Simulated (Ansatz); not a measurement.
AlRu:
```cif
data_AlRu
_chemical_formula_sum 'Al1 Ru1'
_space_group_name_H-M_alt 'Pm-3m'
_space_group_IT_number 221
_space_group_name_Hall '-P 4 2 3'
_cell_length_a 3.00399
_cell_length_b 3.00399
_cell_length_c 3.00399
_cell_angle_alpha 90.000
_cell_angle_beta 90.000
_cell_angle_gamma 90.000
loop_
_atom_site_label
_atom_site_type_symbol
_atom_site_symmetry_multiplicity
_atom_site_Wyckoff_symbol
_atom_site_fract_x
_atom_site_fract_y
_atom_site_fract_z
_atom_site_occupancy
Al1 Al 1 a 0.00000 0.00000 0.00000 1
Ru1 Ru 1 b 0.50000 0.50000 0.50000 1
```

Relaxed with PBE.

Q: Which orbitals make up the states near the Fermi level in PBE (plane waves, PAW; program Ansatz)?

A: Within 0.5 eV of the Fermi level: Ru 4d 84 %, Al 3p 11 %. Projections are on Löwdin-orthogonalised atomic valence shells; empty p or d shells of many metals are not among them.

Q: Tabulate the density of states.

A: States/eV per cell of 2 atoms, in 0.25 eV bins, energy from the Fermi level.

| E (eV) | total | Ru 4d | Al 3p | Al 3s |
|---|---|---|---|---|
| -7.85 | 0.25 | 0.01 | 0.07 | 0.08 |
| -7.60 | 0.28 | 0.01 | 0.08 | 0.09 |
| -7.35 | 0.31 | 0.02 | 0.10 | 0.10 |
| -7.10 | 0.35 | 0.03 | 0.11 | 0.11 |
| -6.85 | 0.39 | 0.04 | 0.13 | 0.13 |
| -6.60 | 0.45 | 0.06 | 0.15 | 0.15 |
| -6.35 | 0.54 | 0.10 | 0.17 | 0.18 |
| -6.10 | 0.72 | 0.19 | 0.19 | 0.25 |
| -5.85 | 1.66 | 0.75 | 0.27 | 0.56 |
| -5.60 | 1.13 | 0.53 | 0.20 | 0.36 |
| -5.35 | 0.57 | 0.31 | 0.11 | 0.14 |
| -5.10 | 0.46 | 0.23 | 0.11 | 0.09 |
| -4.85 | 0.36 | 0.17 | 0.11 | 0.06 |
| -4.60 | 0.36 | 0.14 | 0.13 | 0.05 |
| -4.35 | 0.66 | 0.34 | 0.22 | 0.06 |
| -4.10 | 1.01 | 0.55 | 0.33 | 0.06 |
| -3.85 | 1.65 | 0.94 | 0.52 | 0.07 |
| -3.60 | 2.25 | 1.36 | 0.68 | 0.08 |
| -3.35 | 2.47 | 1.86 | 0.45 | 0.07 |
| -3.10 | 1.82 | 1.44 | 0.31 | 0.02 |
| -2.85 | 1.83 | 1.48 | 0.32 | 0.00 |
| -2.60 | 1.80 | 1.46 | 0.31 | 0.00 |
| -2.35 | 1.03 | 0.76 | 0.25 | 0.00 |
| -2.10 | 0.97 | 0.73 | 0.21 | 0.00 |
| -1.85 | 2.30 | 1.89 | 0.33 | 0.01 |
| -1.60 | 2.74 | 2.24 | 0.41 | 0.02 |
| -1.35 | 1.63 | 1.43 | 0.14 | 0.01 |
| -1.10 | 2.97 | 2.58 | 0.27 | 0.02 |
| -0.85 | 3.59 | 3.14 | 0.30 | 0.02 |
| -0.60 | 2.80 | 2.46 | 0.23 | 0.01 |
| -0.35 | 2.22 | 1.91 | 0.22 | 0.02 |
| -0.10 | 1.78 | 1.52 | 0.18 | 0.01 |
| 0.15 | 1.42 | 1.21 | 0.15 | 0.01 |
| 0.40 | 0.65 | 0.47 | 0.13 | 0.01 |
| 0.65 | 0.39 | 0.24 | 0.10 | 0.01 |
| 0.90 | 0.33 | 0.20 | 0.09 | 0.01 |
| 1.15 | 0.27 | 0.17 | 0.07 | 0.00 |
| 1.40 | 0.22 | 0.14 | 0.05 | 0.00 |
| 1.65 | 0.33 | 0.24 | 0.06 | 0.00 |
| 1.90 | 0.47 | 0.33 | 0.11 | 0.00 |
| 2.15 | 1.29 | 0.89 | 0.31 | 0.01 |
| 2.40 | 1.46 | 0.89 | 0.40 | 0.06 |
| 2.65 | 1.00 | 0.50 | 0.33 | 0.09 |
| 2.90 | 0.79 | 0.34 | 0.29 | 0.09 |
| 3.15 | 0.71 | 0.26 | 0.28 | 0.09 |
| 3.40 | 0.57 | 0.19 | 0.25 | 0.08 |
| 3.65 | 0.56 | 0.15 | 0.24 | 0.09 |
| 3.90 | 0.49 | 0.11 | 0.21 | 0.10 |
| 4.15 | 0.43 | 0.09 | 0.19 | 0.10 |
| 4.40 | 0.37 | 0.07 | 0.17 | 0.10 |
| 4.65 | 0.35 | 0.05 | 0.14 | 0.11 |
| 4.90 | 0.33 | 0.04 | 0.11 | 0.12 |

Symmetry was held in the PBE relaxation. The run is not spin-polarised. Scalar-relativistic: spin–orbit coupling is off unless named, which matters more the heavier the elements.

Potentials: the later of the program's two PAW sets.
